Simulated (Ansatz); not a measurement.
This run works on a generated trial structure, not on a known crystal.

Input and command of a plane-wave DFT calculation in Ansatz:

```yaml
crystal:
  lattice:
    - [5.1905929945, 0.0, 0.0]
    - [0.0, 5.1905929945, 0.0]
    - [0.0, 0.0, 5.2730377097]
  atoms:
    - { symbol: Nb, position: [0.5, 0.5, 0.0] }
    - { symbol: Si, position: [0.5, 0.5, 0.5] }
    - { symbol: O, position: [0.8743425803, 0.5, 0.0] }
    - { symbol: O, position: [0.1256574197, 0.5, 0.0] }
    - { symbol: O, position: [0.5, 0.8743425803, 0.0] }
    - { symbol: O, position: [0.5, 0.1256574197, 0.0] }
basis:
  ecutwfc: 420
kpoints:
  mp_grid: { grid: [8, 8, 8] }
hamiltonian:
  xc: pbe
scf:
  occupations: { method: gaussian, width: 0.1 }
output:
  forces: true
  stress: true
  eigenvalues: true
  write_density: true
  write_potential: true
  elf: true
  volumetric_format: npy
relax:
  adjacent_minimum: "off"
  f_tol: 0.01
  max_steps: 80
  cell: { stress_tol: 0.05 }
```

```bash
ansatz run input.yaml --threads 1 --pin off --max-ram 2560MiB --backend cpu --events-out ev --progress --plain --runs-dir out
```

Processor: Intel(R) Xeon(R) Processor @ 2.50GHz (Skylake/Cascade Lake), 1 thread, on a host shared with other jobs.

Estimate time, memory and problem size.

About 4.2 min, peak memory 0.57 GiB. It solves 27 bands at 75 k points (after reduction by symmetry) with about 2809 plane waves (on the last cell), in 42 SCF iterations over 7 ionic steps.
